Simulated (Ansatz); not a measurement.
Starting structure of a cell relaxation (symmetry kept):

```cif
data_structure
_symmetry_space_group_name_H-M 'Pm-3m'
_symmetry_Int_Tables_number 221
_cell_length_a 2.9856
_cell_length_b 2.9856
_cell_length_c 2.9856
_cell_angle_alpha 90.000
_cell_angle_beta 90.000
_cell_angle_gamma 90.000
_cell_volume 26.61
loop_
_atom_site_label
_atom_site_type_symbol
_atom_site_symmetry_multiplicity
_atom_site_Wyckoff_symbol
_atom_site_fract_x
_atom_site_fract_y
_atom_site_fract_z
_atom_site_occupancy
Ti1 Ti 1 a 0.00000 0.00000 0.00000 1
Co1 Co 1 b 0.50000 0.50000 0.50000 1
```

All numbers below come from DFT PBEsol, scalar-relativistic, plane waves, PAW (Ansatz).

Settings: cutoff 420 eV, Γ-centred mesh 14×14×14 on the computed 2-atom cell, Gaussian smearing of 0.10 eV; collinear spin from starting moments 0 1.09 μB.

Q: What does it relax to?

A: The volume falls by 0.62 Å³/atom to 12.69 Å³/atom, and the energy falls by 15.2 meV/atom. The cell ends with a moment of 0.65 μB (only this magnetic start was tried). Final structure:
```cif
data_structure
_symmetry_space_group_name_H-M 'Pm-3m'
_symmetry_Int_Tables_number 221
_cell_length_a 2.9387
_cell_length_b 2.9387
_cell_length_c 2.9387
_cell_angle_alpha 90.000
_cell_angle_beta 90.000
_cell_angle_gamma 90.000
_cell_volume 25.38
loop_
_atom_site_label
_atom_site_type_symbol
_atom_site_symmetry_multiplicity
_atom_site_Wyckoff_symbol
_atom_site_fract_x
_atom_site_fract_y
_atom_site_fract_z
_atom_site_occupancy
Ti1 Ti 1 a 0.00000 0.00000 0.00000 1
Co1 Co 1 b 0.50000 0.50000 0.50000 1
```

Course of the relaxation (steps run on the plane waves of an earlier cell, and the basis is chosen afresh near the end, so energy and pressure can step there; trial steps that raised the energy were taken back; energies are free energies):

| step | E − E_final (meV/atom) | P (GPa) | V (Å³/atom) |
| --- | --- | --- | --- |
| 1 | 15.2 | -7.54 | 13.31 |
| 2 | -0.1 | -0.65 | 12.74 |
| 3 | -0.3 | 0.06 | 12.69 |
| 4 | -0.3 | 0.00 | 12.69 |
| 5 | 0.0 | -0.03 | 12.69 |

Cost: 1 run of about 0.31 core-minutes, on AMD EPYC 9R45 (Zen 5) (shared hosts).